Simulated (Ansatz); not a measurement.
Ansatz (a first-principles code) input:

Ansatz 0.2 input:
```yaml
crystal:
  lattice:
    - [3.5370557181, 0.0, 0.0]
    - [0.0, 3.5370557181, 0.0]
    - [0.0, 0.0, 5.1023238669]
  atoms:
    - { symbol: Hf, position: [0.0, 0.0, 0.0] }
    - { symbol: Hf, position: [0.5, 0.5, 0.5] }
    - { symbol: O, position: [0.0, 0.5, 0.2036852632] }
    - { symbol: O, position: [0.0, 0.5, 0.7036852632] }
    - { symbol: O, position: [0.5, 0.0, 0.2963147368] }
    - { symbol: O, position: [0.5, 0.0, 0.7963147368] }
kpoints:
  mp_grid: { grid: [6, 6, 6] }
hamiltonian:
  xc: lda
  pseudopotentials: { kind: paw }
scf:
  occupations: { method: fixed }
phonons:
  method: dfpt
  response_accuracy: low
  qmesh: [3, 3, 2]
  interpolated_qmesh: [15, 15, 11]
  dielectric: true
  rigid_motions: translations
  temperatures: { t_max: 1000, t_step: 50 }
  qpath:
    path:
      - [[0.0, 0.0, 0.0], [0.0, 0.5, 0.0], [0.5, 0.5, 0.0], [0.0, 0.0, 0.0], [0.0, 0.0, 0.5], [0.0, 0.5, 0.5], [0.5, 0.5, 0.5], [0.0, 0.0, 0.5]]  # Γ-X-M-Γ-Z-R-A-Z
      - [[0.0, 0.5, 0.0], [0.0, 0.5, 0.5]]  # X-R
      - [[0.5, 0.5, 0.0], [0.5, 0.5, 0.5]]  # M-A
    npoints: 9
```

Output (shortened):

```
WARN phonons: the dynamical matrix that this run interpolates holds no multipole term above the dipole-dipole one, and a site of this crystal is no centre of …
Pseudopotential: Hf, paw, valence charge 26
Pseudopotential: O, paw, valence charge 6
Functional definition: SPW92
Crystal: 6 atoms, lattice volume = 63.834 Å³
Basis set: ecut = 420 eV, 1253 PW (Γ), exchange–correlation on 48×48×72 points (8 copies of the dense FFT grid, shifted against one another)
Bands: 46, of which v1, the nominal top of the filled ones, is band 38 counted from 1 (37 counted from 0)
Symmetry: 16 space group operations
k-points: 112 of 216 (irreducible under 1 space group operation, time reversal used)
SCF 1 converged in 9 iterations: F = -33186.101869 eV  dr2 = 7.39e-11
── the response to a field inside a basis, on 6×6×6 k-points: an SCF that follows is theirs, and a resumed run solves both again ──
Crystal: 6 atoms, lattice volume = 63.834 Å³
Bands: 39, of which v1, the nominal top of the filled ones, is band 38 counted from 1 (37 counted from 0)
k-points: 18 of 216
SCF 1 converged in 5 iterations: F = -33186.057954 eV  dr2 = 1.98e-8
SCF converged after 9 iterations
Free energy (F): -33186.101869 eV
Harris-Foulkes:  -33186.101869 eV  (|F-HF|=7.28e-12)
Internal energy: -33186.101869 eV  (E = F + TS)
E sigma→0 (E₀):  -33186.101869 eV
Fermi energy:    15.399509 eV
--- Per-component energies (eV) ---
  E_band       = 113.937465
  E_kinetic    = 1546.483765
  E_local      = -11443.673644  (includes V_loc(G=0)·N_el)
  E_nonlocal   = -2262.160819
  E_hartree    = 5248.576397
  E_xc         = -886.821878
  E_vxc        = -908.467664  (∫ρ·V_xc dr)
  E_paw        = -13960.399490  (= ΣΔE_a)
  E_vpaw       = 2684.592224  (= ΣTr[D̂ρ^β])
  E_aug_tail   = 0.010195  (compensation charges beyond the density's cutoff)
  E_ewald      = -11433.418568
  E_core_change = 5.302171  (= ΣΔE_core)
  E_smearing   =  0.000000  (= −TS)
  E_closure    = 0.000000  (closes the sum)
  Σ components = -33186.101869   (vs F -33186.101869, Δ=0.00e0)
--- Band table (eV; the first three rows and the last of 112) ---
  k-point 0: bands = ["-44.6714", "-44.6507", "-13.8241", "-13.4171", "-13.4171", "-13.3152", "-13.2829", "-13.2829", "-2.6751", "-0.9165", "-0.4545", "0.0671", "5.4015", "5.4015", "5.4084", "5.4197", "5.4197", "5.4356", "5.4396", "5.4467", "5.4467", …
  k-point 1: bands = ["-44.6700", "-44.6521", "-13.7932", "-13.4082", "-13.4082", "-13.3529", "-13.2919", "-13.2919", "-2.5452", "-0.8559", "-0.6397", "0.0039", "5.4031", "5.4031", "5.4081", "5.4209", "5.4209", "5.4416", "5.4456", "5.4456", "5.4468", …
  k-point 2: bands = ["-44.6662", "-44.6559", "-13.7066", "-13.4530", "-13.3839", "-13.3839", "-13.3166", "-13.3166", "-2.1823", "-1.0982", "-0.6854", "-0.1837", "5.4073", "5.4073", "5.4119", "5.4222", "5.4222", "5.4444", "5.4444", "5.4461", "5.4470", …
  k-point 111: bands = ["-44.6484", "-44.6484", "-13.6667", "-13.6667", "-13.6667", "-13.6667", "-13.4456", "-13.4456", "-0.5174", "-0.5174", "-0.5174", "-0.5174", "5.3979", "5.3979", "5.4183", "5.4183", "5.4251", "5.4251", "5.4251", "5.4251", "5.4251", …
--- Phonons (Γ-DFPT): 5 representative perturbations + reference, on 112 of 216 k-points (Σ response iterations 15) ---
  ASR residual: 4.092e-4 → 0.000e0 eV/Å²; symmetrization residual: 2.592e-4 eV/Å²
  ASR residual per site (eV/Å²): 4.09e-4 4.09e-4 2.33e-4 2.33e-4 2.33e-4 2.33e-4
  Γ frequencies (cm⁻¹): 0.00 0.00 0.00 103.03 103.03 104.84 104.84 232.66 293.13 323.40 460.03 460.03 466.00 466.00 606.07 670.24 676.66 676.66
  ε∞ (high-frequency dielectric tensor):
        5.372012     0.000000     0.000000
        0.000000     5.372012     0.000000
        0.000000     0.000000     4.898455
  ε⁰ (static dielectric tensor: ions relaxed, cell fixed):
       75.318961     0.000000     0.000000
        0.000000    75.318961     0.000000
        0.000000     0.000000    18.045712
  ε⁰ − ε∞ (ionic part):
       69.946949     0.000000     0.000000
        0.000000    69.946949     0.000000
        0.000000     0.000000    13.147257
  softest optical mode at Γ: 103.03 cm⁻¹; the repairs (sum rule, projections) moved no ω² at Γ by more than (9.12 cm⁻¹)²
  Born effective charges Z* (e; rows j = field, columns β = displacement):
    site 0:
         5.56542    0.00000    0.00000
         0.00000    5.56542    0.00000
         0.00000    0.00000    4.91935
    site 1:
         5.56542    0.00000    0.00000
         0.00000    5.56542    0.00000
         0.00000    0.00000    4.91935
    site 2:
        -2.15728    0.00000    0.00000
         0.00000   -3.40815    0.00000
         0.00000    0.00000   -2.45967
    site 3:
        -3.40815    0.00000    0.00000
         0.00000   -2.15728    0.00000
         0.00000    0.00000   -2.45967
    site 4:
        -2.15728    0.00000    0.00000
         0.00000   -3.40815    0.00000
         0.00000    0.00000   -2.45967
    site 5:
        -3.40815    0.00000    0.00000
         0.00000   -2.15728    0.00000
         0.00000    0.00000   -2.45967
  Z* charge neutrality: 9.480e-4 e pre-enforcement
  solved inside a basis spanned on kpoints, on 6×6×6 k-points, its susceptibility summed on 10×10×8: ε∞ is read to err by 1.5e-2, Z* by 2.7e-2 e (field_mesh …
  optical modes at Γ without the LO–TO term, one row a degenerate level:
      ω (cm⁻¹)  modes    IR ((D/Å)²/amu)
        103.03      2            41.0829
        104.84      2             0.0000
        232.66      1             0.0000
        293.13      1             0.0000
        323.40      1            41.1528
        460.03      2             0.0000
        466.00      2            68.7739
        606.07      1             0.0000
        670.24      1             0.0000
        676.66      2             0.0000
  optical modes at Γ + LO–TO along q̂ = [1.0000, 0.0000, 0.0000]:
      ω (cm⁻¹)  modes    IR ((D/Å)²/amu)
        103.03      1            20.5414
        104.84      2             0.0000
        232.66      1             0.0000
        252.86      1             2.9751
        293.13      1             0.0000
        323.40      1            41.1528
        460.03      2             0.0000
        466.00      1            34.3870
        606.07      1             0.0000
        670.24      1             0.0000
        676.66      2             0.0000
        710.97      1            51.9533
  optical modes at Γ + LO–TO along q̂ = [0.0000, 1.0000, 0.0000]:
      ω (cm⁻¹)  modes    IR ((D/Å)²/amu)
        103.03      1            20.5414
        104.84      2             0.0000
        232.66      1             0.0000
        252.86      1             2.9751
        293.13      1             0.0000
        323.40      1            41.1528
        460.03      2             0.0000
        466.00      1            34.3870
        606.07      1             0.0000
        670.24      1             0.0000
        676.66      2             0.0000
        710.97      1            51.9533
  optical modes at Γ + LO–TO along q̂ = [0.0000, 0.0000, 1.0000]:
      ω (cm⁻¹)  modes    IR ((D/Å)²/amu)
        103.03      2            41.0829
        104.84      2             0.0000
        232.66      1             0.0000
        293.13      1             0.0000
        460.03      2             0.0000
        466.00      2            68.7739
        606.07      1             0.0000
        620.72      1            41.1528
        670.24      1             0.0000
        676.66      2             0.0000
  non-analytic LO–TO correction: the dipole-dipole term of the run's Born effective charges and high-frequency dielectric tensor (where they are solved with …
--- Phonons (arbitrary-q DFPT): 6 irreducible q on the 3×3×2 mesh ---
  q = [0.0000, 0.0000, 0.0000] (star 1, of the zone-centre solve; hermiticity 8.34e-6, symmetrization 9.95e-6):  0.00 0.00 0.00 103.03 103.03 104.84 104.84 232.66 293.13 323.40 460.03 460.03 466.00 466.00 606.07 670.24 676.66 676.66
  q = [0.0000, 0.0000, -0.5000] (star 1, 5 solved perturbations in 296 linear systems a pass and spin channel, the states on 64 of 216 k-point pairs; hermiticity 1.91e-6, symmetrization 7.72e-7): 40.51 40.51 90.34 90.34 109.98 109.98 174.09 174.09 416.88 …
  q = [0.0000, 0.3333, 0.0000] (star 4, 9 solved perturbations on 96 of 216 k-point pairs; hermiticity 1.98e-6, symmetrization 4.69e-11): 71.31 76.77 95.34 139.83 174.02 199.01 264.54 278.46 308.48 331.07 411.61 442.85 536.00 590.68 590.73 638.35 700.18 703.72…
  q = [0.0000, 0.3333, -0.5000] (star 4, 9 solved perturbations on 96 of 216 k-point pairs; hermiticity 5.07e-6, symmetrization 2.58e-6): 74.92 100.03 104.20 122.81 183.77 196.82 254.84 289.37 394.45 408.33 470.51 505.97 506.94 527.80 543.84 638.85 672.28 705.48
  q = [0.3333, 0.3333, 0.0000] (star 4, 5 solved perturbations in 660 linear systems a pass and spin channel, the states on 144 of 216 k-point pairs; hermiticity 6.62e-7, symmetrization 3.29e-11): 94.69 94.99 121.21 153.12 175.36 179.97 193.54 250.31 303.38 …
  q = [0.3333, 0.3333, -0.5000] (star 4, 5 solved perturbations in 660 linear systems a pass and spin channel, the states on 144 of 216 k-point pairs; hermiticity 9.01e-7, symmetrization 7.85e-11): 79.96 79.96 162.46 162.46 183.71 183.71 236.73 236.73 321.20 …
  sum rule: each row above includes the acoustic sum rule's correction from the zone centre's row sums; it moved no ω² by more than (1.99 cm⁻¹)²
  mesh force constants: q→R imaginary residual 1.62e-16; ASR residual 4.092e-4 → 0.000e0 eV/Å²; symmetrization residual 1.514e-14 eV/Å²
  interpolated dispersion: 85 rows × 18 modes
  density of states and harmonic sums: on the 15×15×11 q-mesh, interpolated from the force constants of a 3×3×2 supercell (with the dipole–dipole term)
  largest difference from the sums on the solved wave vectors: F 2.41e-2 eV, S 3.87e-5 and C_V 1.40e-5 eV/K
  zero-point energy: 0.405315 eV/cell   skipped modes (ω ≤ 0): 3   left out of the sums: 6.73e-5 of the cell's modes …
```

Cost: around 27 core-minutes (rough) on shared cores.

Space group P4_2/nmc. This is a known high-temperature phase of the composition, computed here at zero pressure and temperature. The cell was relaxed with LDA under the symmetry of its start. The run is not spin-polarised. Spin–orbit coupling is left out wherever it is not named.

Potentials: the later of the program's two PAW sets.

Ansatz is a plane-wave DFT program.
